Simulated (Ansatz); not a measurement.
Input for Ansatz (plane-wave DFT, PAW):

```yaml
crystal:
  lattice:
    - [2.1624069363, -3.6900946879, 0.0]
    - [2.1624069363, 3.6900946879, 0.0]
    - [0.0, 0.0, 4.3479495163]
  atoms:
    - { symbol: Ga, position: [0.8444722126, 0.1555277874, 0.0830363724] }
    - { symbol: Ga, position: [0.6555277874, 0.3444722126, 0.5830363724] }
    - { symbol: Ga, position: [0.1555277874, 0.8444722126, 0.9169636276] }
    - { symbol: Ga, position: [0.3444722126, 0.6555277874, 0.4169636276] }
basis:
  ecutwfc: 420
kpoints:
  mp_grid: { grid: [12, 12, 10] }
hamiltonian:
  xc: pbesol
scf:
  occupations: { method: gaussian, width: 0.1 }
output:
  forces: true
  stress: true
  eigenvalues: true
relax:
  adjacent_minimum: "off"
  f_tol: 0.01
  max_steps: 30
  cell: { stress_tol: 0.1, fix: [volume] }
```

Command:
```bash
ansatz run input.yaml --threads 1 --pin off --max-ram 2560MiB --backend cpu --events-out ev --progress --plain --runs-dir out
```

Method: Ansatz 0.2.0, DFT PBEsol, scalar-relativistic, plane waves, PAW.

Part of what the program printed, abridged:

```
Pseudopotentials: kind: paw
Pseudopotential: Ga, paw, valence charge 13, recommended cutoff 420 eV (normal)
Functional definition: PBEsol
Crystal: 4 atoms, lattice volume = 69.389 Å³
Basis set: ecut = 420 eV, 1337 PW (Γ), exchange–correlation on 60×60×60 points (8 copies of the dense FFT grid, shifted against one another)
Bands: 32, of which v1, the nominal top of the filled ones, is band 26 counted from 1 (25 counted from 0)
Symmetry: 8 space group operations
Space group: Cmce (ITA 64), of the structure as read, at distance tolerance 4.1e-5 Å
k-points: 258 of 1440
Initial density: superposition of atomic densities (neutral atoms: chi_scale 0, normalization atom), corrected by the library's trained network
Initial wavefunctions: pseudopotential atomic-orbital guess
Functional: x = pbesol(κ = 0.804, μ = 0.12345679), c = pbesol(β = 0.046)
SCF iter   1: F=—  HF=-14972.674401 eV  |F-HF|=—  |Δ(HF+E_count)|=         —  Δρ=2.99e-3  dr2=4.14e-3  ethr=1.77e-3  ⟨swp⟩=5.5  Hψ=30646  notcnv=0
SCF iter   2: F=—  HF=-14972.672600 eV  |F-HF|=—  |Δ(HF+E_count)|=   1.80e-3  Δρ=8.70e-4  dr2=6.50e-4  ethr=7.96e-6  ⟨swp⟩=2.0  Hψ=16839  notcnv=0
SCF iter   3: F=—  HF=-14972.672480 eV  |F-HF|=—  |Δ(HF+E_count)|=   1.20e-4  Δρ=6.96e-4  dr2=4.25e-4  ethr=1.25e-6  ⟨swp⟩=2.1  Hψ=13590  notcnv=0
SCF iter   4: F=—  HF=-14972.672401 eV  |F-HF|=—  |Δ(HF+E_count)|=   7.85e-5  Δρ=2.18e-4  dr2=6.05e-5  ethr=8.17e-7  ⟨swp⟩=2.6  Hψ=13206  notcnv=0
SCF iter   5: F=—  HF=-14972.672397 eV  |F-HF|=—  |Δ(HF+E_count)|=   3.99e-6  Δρ=4.84e-5  dr2=2.54e-6  ethr=1.16e-7  ⟨swp⟩=2.2  Hψ=10194  notcnv=0
SCF iter   6: F=—  HF=-14972.672397 eV  |F-HF|=—  |Δ(HF+E_count)|=   2.31e-7  Δρ=1.10e-5  dr2=1.20e-7  ethr=4.88e-9  ⟨swp⟩=2.0  Hψ=9426  notcnv=0
SCF iter   7: F=-14972.672397 eV  HF=-14972.672397 eV  |F-HF|=9.75e-10  |Δ(HF+E_count)|=   6.81e-9  Δρ=2.18e-6  dr2=2.77e-9  ethr=1.92e-10  ⟨swp⟩=7.0  Hψ=33503  notcnv=0
SCF 1 converged in 7 iterations: F = -14972.672397 eV  dr2 = 2.77e-9
relax step   1: F+E_penalty+E_count = -14972.67239697 eV  Δ(F+E_penalty+E_count) = +0.000e0 eV  max|allowed force component| = 2.228e-2 eV/Å  Δτ_max = 0.0000 Å  P = +7.299 GPa  Ω = 69.389 Å³  fix = [volume]  reactions: volume +7.299 GPa (7 SCF iters, dr2 threshold 1.00e-7 eV, accepted)
Initial density: handed on by an earlier stage of this run
Initial wavefunctions: those handed on with the density
SCF iter   1: F=—  HF=-14972.672573 eV  |F-HF|=—  |Δ(HF+E_count)|=         —  Δρ=1.96e-4  dr2=1.63e-5  ethr=2.79e-8  ⟨swp⟩=2.0  Hψ=38535  notcnv=0
SCF iter   2: F=—  HF=-14972.672577 eV  |F-HF|=—  |Δ(HF+E_count)|=   3.96e-6  Δρ=1.16e-4  dr2=6.79e-6  ethr=2.79e-8  ⟨swp⟩=1.0  Hψ=8256  notcnv=0
SCF iter   3: F=-14972.672575 eV  HF=-14972.672575 eV  |F-HF|=3.22e-8  |Δ(HF+E_count)|=   1.84e-6  Δρ=1.33e-5  dr2=8.74e-8  ethr=1.73e-10  ⟨swp⟩=4.2  Hψ=36952  notcnv=0
SCF 2 converged in 3 iterations: F = -14972.672575 eV  dr2 = 8.74e-8
relax step   2: F+E_penalty+E_count = -14972.67257528 eV  Δ(F+E_penalty+E_count) = -1.783e-4 eV  max|allowed force component| = 5.069e-3 eV/Å  Δτ_max = 0.0018 Å  P = +7.277 GPa  Ω = 69.389 Å³  fix = [volume]  reactions: volume +7.277 GPa (3 SCF iters, dr2 threshold 9.00e-8 eV, accepted)
Initial wavefunctions: pseudopotential atomic-orbital guess (no wavefunctions were taken with the density)
SCF iter   1: F=—  HF=-14972.672540 eV  |F-HF|=—  |Δ(HF+E_count)|=         —  Δρ=1.59e-4  dr2=4.47e-7  ethr=5.84e-8  ⟨swp⟩=3.0  Hψ=51150  notcnv=0
SCF iter   2: F=—  HF=-14972.672568 eV  |F-HF|=—  |Δ(HF+E_count)|=   2.81e-5  Δρ=8.09e-5  dr2=1.33e-7  ethr=8.59e-10  ⟨swp⟩=1.9  Hψ=11872  notcnv=0
SCF iter   3: F=—  HF=-14972.672575 eV  |F-HF|=—  |Δ(HF+E_count)|=   7.26e-6  Δρ=6.55e-6  dr2=1.10e-8  ethr=2.56e-10  ⟨swp⟩=2.5  Hψ=15032  notcnv=0
SCF iter   4: F=—  HF=-14972.672575 eV  |F-HF|=—  |Δ(HF+E_count)|=   8.58e-9  Δρ=2.96e-6  dr2=2.70e-9  ethr=2.12e-11  ⟨swp⟩=2.0  Hψ=14090  notcnv=0
SCF iter   5: F=-14972.672575 eV  HF=-14972.672575 eV  |F-HF|=1.46e-11  |Δ(HF+E_count)|=   6.30e-9  Δρ=2.64e-7  dr2=4.28e-11  ethr=1.00e-12  ⟨swp⟩=3.0  Hψ=32162  notcnv=0
SCF 3 converged in 5 iterations: F = -14972.672575 eV  dr2 = 4.28e-11
SCF converged after 5 iterations
Free energy (F): -14972.672575 eV
Harris-Foulkes:  -14972.672575 eV  (|F-HF|=1.46e-11)
Internal energy: -14972.669353 eV  (E = F + TS)
E sigma→0 (E₀):  -14972.670964 eV
Entropy (-TS):   -0.003222 eV (-0.806 meV/atom)
Fermi energy:    10.522232 eV
--- Per-component energies (eV) ---
  E_band       = -110.482722
  E_kinetic    = 467.778433
  E_local      = -7263.410122  (includes V_loc(G=0)·N_el)
  E_nonlocal   = 1695.001015
  E_hartree    = 3427.273314
  E_xc         = -278.931037
  E_vxc        = -238.381803  (∫ρ·V_xc dr)
  E_paw        = -7786.909340  (= ΣΔE_a)
  E_vpaw       = -1626.016301  (= ΣTr[D̂ρ^β])
  E_aug_tail   = -0.000502  (compensation charges beyond the density's cutoff)
  E_ewald      = -5236.923025
  E_core_change = 3.451911  (= ΣΔE_core)
  E_smearing   = -0.003222  (= −TS)
--- Forces (eV/Å), atoms counted from 1 ---
  atom   1  Ga     0.00000000    -0.00506736     0.00348465
  atom   2  Ga     0.00000000     0.00506736     0.00348465
  atom   3  Ga     0.00000000     0.00506736    -0.00348465
  atom   4  Ga     0.00000000    -0.00506736    -0.00348465
--- Stress (GPa, compression-positive) ---
        7.219531       0.000000       0.000000
        0.000000       7.246868       0.000000
        0.000000       0.000000       7.363289
  P = ⅓ Tr σ = 7.2766 GPa (72.766 kbar)
--- Band table (eV; the first three rows and the last of 258) ---
  k-point 0: bands = ["-4.7883", "-4.7778", "-4.7236", "-4.7013", "-4.6834", "-4.6549", "-4.5888", "-4.4957", "-4.4714", "-4.4648", "-4.4356", "-4.4248", "-4.4047", "-4.3569", "-4.3228", "-4.2622", "-4.1902", "-4.1815", "-4.1353", "-4.0487", "-1.4295", "6.3084", "6.5078", "8.5723", "9.1579", "9.5539", "11.4563", "11.5452", "11.6197", "16.3329", "16.3972", "17.7777"]
  k-point 1: bands = ["-4.7836", "-4.7818", "-4.7176", "-4.7085", "-4.6833", "-4.6490", "-4.5910", "-4.5268", "-4.4540", "-4.4450", "-4.4414", "-4.4410", "-4.3929", "-4.3488", "-4.3362", "-4.2500", "-4.1901", "-4.1809", "-4.1369", "-4.0529", "-1.3477", "5.0220", "7.8119", "8.6565", "9.2296", "9.6157", "11.3490", "11.5717", "11.9121", "15.5771", "15.8044", "17.0194"]
  k-point 2: bands = ["-4.7884", "-4.7628", "-4.7220", "-4.7181", "-4.6826", "-4.6427", "-4.5752", "-4.5648", "-4.4892", "-4.4796", "-4.4052", "-4.3990", "-4.3768", "-4.3528", "-4.3448", "-4.2280", "-4.1890", "-4.1803", "-4.1417", "-4.0660", "-1.1019", "3.7262", "8.9058", "9.1018", "9.4449", "9.7933", "11.3309", "11.6099", "12.4181", "14.6015", "14.8694", "15.8325"]
  k-point 257: bands = ["-4.8034", "-4.8034", "-4.7101", "-4.7101", "-4.6883", "-4.6883", "-4.6170", "-4.6170", "-4.4726", "-4.4726", "-4.3698", "-4.3698", "-4.3036", "-4.3036", "-4.2891", "-4.2891", "-4.1723", "-4.1723", "-4.1254", "-4.1254", "2.4644", "2.4644", "4.7686", "4.7686", "9.0663", "9.0663", "9.6642", "9.6642", "17.9608", "17.9608", "19.3136", "19.3136"]
--- Relaxed structure (2 steps of the walk, 2 accepted, 1 SCFs on fresh bases) ---
  F+E_penalty+E_count = -14972.67257539 eV   max|allowed force component| = 5.067e-3 eV/Å   (the final SCF, on the basis selected at the relaxed cell)
  cell:  # Å, volume = 69.3888 Å³
    - [2.15976493, -3.69542704, 0.0]
    - [2.15976493, 3.69542704, 0.0]
    - [0.0, 0.0, 4.34698670]
  atoms:
    - { symbol: Ga, position: [0.84471299, 0.15528700, 0.08297618] }
    - { symbol: Ga, position: [0.65528700, 0.34471299, 0.58297618] }
    - { symbol: Ga, position: [0.15528700, 0.84471299, 0.91702381] }
    - { symbol: Ga, position: [0.34471299, 0.65528700, 0.41702381] }
```

The relaxation met its thresholds.

Time: 80 s on 1 thread of Arm Neoverse V2, with other jobs on the host, peak memory 0.65 GiB.